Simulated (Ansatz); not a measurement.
Relaxed-ion elastic tensor of Nb (fcc (Cu type), space group No. 225) in GPa (Voigt order), r²SCAN (plane waves, PAW; program Ansatz); density 8.25 g/cm³, 18.70 Å³ per atom.

```
-21.7    263    263    0.0    0.0    0.0
  263  -21.7    263    0.0    0.0    0.0
  263    263  -21.7    0.0    0.0    0.0
  0.0    0.0    0.0  -48.1    0.0    0.0
  0.0    0.0    0.0    0.0  -48.1    0.0
  0.0    0.0    0.0    0.0    0.0  -48.1
```

Problem. Is the crystal mechanically stable?

Solution. No: the smallest eigenvalue of C is -284 GPa.

Space group Fm-3m (fcc (Cu type)). The workflow started from an entry of the Crystallography Open Database (COD), which files this formula under 2 space groups. It is not the phase usual at ambient conditions (space group No. 229). Symmetry was held in the r²SCAN relaxation. At this level the phase is mechanically unstable. No spin polarisation was allowed. As this level gives no gap, shear constants depend on the k-mesh and smearing (Fermi–Dirac, 0.1 eV here).

Potentials: the later of the program's two PAW sets.
